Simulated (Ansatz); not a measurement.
A distorted cell of Se (trigonal-Se type, space group P3_121):

```
CELL_PARAMETERS angstrom
      9.05880     0.00000     0.00000
     -2.26470     3.92257     0.00000
      0.00000     0.00000     5.04244
ATOMIC_POSITIONS crystal
  Se 0.07374 0.94808 0.83333
  Se 0.60920 0.00000 0.83333
  Se 0.00000 0.21841 0.16667
  Se 0.50000 0.21841 0.16667
  Se 0.39080 0.78159 0.50000
  Se 0.89080 0.78159 0.50000
```

The numbers are results of PBE (plane waves to 420 eV, PAW, scalar-relativistic; Ansatz, a quantum-chemistry and plane-wave program), not measurements. k mesh 7×7×5 (Γ-centred), Fermi-Dirac smearing 0.05 eV. E stands for the smeared free energy. Compression counts positive. As the smearing reaches across the gap at some points, energies and forces of such displacements shift with the k mesh and the smearing. Se was relaxed with its symmetry unable to fall. The PAW data are Ansatz's earlier set.

Task: What forces act on the atoms (eV/Å, Cartesian)?

Result: 
```
atom      Fx      Fy      Fz
----  ------  ------  ------
Se1    1.852   0.610   0.961
Se2   -0.037  -0.015   0.017
Se3   -0.402   0.465   0.097
Se4   -0.026  -0.121   0.001
Se5    0.067   0.058  -0.030
Se6   -1.455  -0.996  -1.046
```

Task: Give the stress tensor in GPa and the pressure.

Result: 
```
    2.3      0.5      1.3
    0.5      1.3      0.9
    1.3      0.9      2.9
```
The pressure, a third of the trace, is 2.2 GPa.

Task: In it atom 1 sits (-0.204, -0.204, 0.000) Å away from its relaxed site. What is its energy relative to the relaxed cell?

Result: 240 meV/cell.

(For displaced atoms, the force is minus the slope of the energy, and its curvature is a force constant, which sets phonon frequencies.)
